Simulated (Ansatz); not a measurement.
A relaxed cell of Re4RuW is given with its symmetry left out. The cell was found from a structure generator's guess, not taken from experiment.

Theory: DFT PBE, scalar-relativistic, plane waves, PAW (Ansatz 0.2.0). Cutoff 420 eV, Γ-centred mesh, Gaussian smearing, no spin polarisation.

```xyz
6
Lattice="4.3940 0.0000 0.0000 -2.1970 3.8053 0.0000 0.0000 0.0000 5.4730" Properties=species:S:1:pos:R:3 pbc="T T T"
Re    0.0000    2.5369    1.3411
Re    0.0000    2.5369    4.1319
Re    2.1970    1.2684    4.1319
Re    2.1970    1.2684    1.3411
Ru    0.0000    0.0000    2.7365
W     0.0000    0.0000    0.0000
```

Energies over the elements count from the elements' standard structures at the same level, with no fitted energy shifts.

Task: What space group does it have?

Result: P6/mmm (No. 191). Conventional cell: a = 4.394 Å, c = 5.473 Å. Re is surrounded by 5 Re at 2.54–2.79 Å, 3 W at 2.87 Å and 3 Ru at 2.90 Å; Ru has 2 W at 2.74 Å and 12 Re at 2.90 Å; around W lie 2 Ru at 2.74 Å and 12 Re at 2.87 Å.

Task: How far does it lie from the elements in energy?

Result: +0.17 eV/atom. A positive value: parting into the elements would lower its energy.

Task: Is it a metal?

Result: Yes, bands cross the Fermi level on the 12×12×8 mesh.

The last run used a 12×12×8 mesh (in the run's order of axes) for its 6-atom cell and Gaussian smearing of 0.10 eV. Spin–orbit coupling, which can matter for Re and W, is left out. A structure relaxed within its symmetry needn't be a true minimum.
